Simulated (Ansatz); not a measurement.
Suppose InAs₂ takes space group P6/mmm (No. 191), with In on 1b; As on 2d.

All numbers below come from DFT PBE, scalar-relativistic, plane waves, PAW in Ansatz 0.2.0. Cutoff 420 eV, Γ-centred mesh, Gaussian smearing, no spin polarisation.

Formation energies are uncorrected and refer to the elements' standard structures at the same level.

Question: Give the relaxed lattice parameters and positions.

Answer:

Space group P6/mmm (No. 191). a = 5.263 Å, b = 5.263 Å, c = 2.800 Å, α = 90.00°, β = 90.00°, γ = 120.00°
```
atom  site  symmetry       x       y       z
  In    1b     6/mmm  0.0000  0.0000  0.5000
  As    2d      -6m2  0.3333  0.6667  0.5000
```

In has 2 In at 2.80 Å and 6 As at 3.04 Å; As is surrounded by 2 As at 2.80 Å, 3 As at 3.04 Å and 3 In at 3.04 Å. Another local minimum with the same sites may exist.

Question: Where does its energy lie, and is it a metal?

Answer: The formation energy is +0.22 eV/atom and the gap on the 12×12×16 mesh of the 3-atom cell is 0 eV (a metal). A positive value: parting into the elements would lower its energy.

The last run used Gaussian smearing of 0.10 eV. An odd number of electrons in the primitive cell allows no gap without spin; a larger cell or a magnetic state could open one. The cell is a metal run without spin; a magnetic state may lie lower. The reference form of As is held partly by dispersion forces, which this level lacks. Symmetry constrained the relaxation, so the result can be a saddle point. Another cell of InAs2 relaxed alike, in P6_3/mmc, lies 165 meV/atom lower, so this cell isn't the stable form at this level.
